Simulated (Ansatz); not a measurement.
This TiB4 structure is the end of a relaxation. The cell was found from a structure generator's guess, not taken from experiment.

These are results of Ansatz 0.2.0, DFT PBE+D3(BJ), scalar-relativistic, plane waves, PAW, not measurements. Cutoff 420 eV, Γ-centred mesh, Gaussian smearing, no spin polarisation.

```cif
data_structure
_symmetry_space_group_name_H-M 'P 1'
_symmetry_Int_Tables_number 1
_cell_length_a 3.0112
_cell_length_b 3.0112
_cell_length_c 4.9906
_cell_angle_alpha 90.000
_cell_angle_beta 90.000
_cell_angle_gamma 120.000
_cell_volume 39.19
loop_
_atom_site_label
_atom_site_type_symbol
_atom_site_fract_x
_atom_site_fract_y
_atom_site_fract_z
_atom_site_occupancy
Ti1 Ti 0.00000 0.00000 0.00000 1
B1 B 0.33333 0.66667 0.69191 1
B2 B 0.66667 0.33333 0.69191 1
B3 B 0.33333 0.66667 0.30809 1
B4 B 0.66667 0.33333 0.30809 1
```

Formation energies are uncorrected and refer to the elements' standard structures at the same level.

Task: What space group does it have?

Result: P6/mmm (No. 191). Conventional cell: a = 3.011 Å, c = 4.991 Å. Ti has 12 B at 2.32 Å; around B lie 3 B at 1.74 Å, 1 B at 1.92 Å and 3 Ti at 2.32 Å.

Task: How far does it lie from the elements in energy?

Result: −0.49 eV/atom. It lies below the elements, which doesn't yet make it stable against other compounds or structures.

Task: Is it a metal?

Result: Yes, bands cross the Fermi level on the 12×12×8 mesh, though with few states there, as in a semimetal.

The last run used a 12×12×8 mesh (in the run's order of axes) for its 5-atom cell and Gaussian smearing of 0.10 eV. A later test with randomly moved atoms led to a structure 68 meV/atom lower, so this end is a saddle point or a shallow minimum.
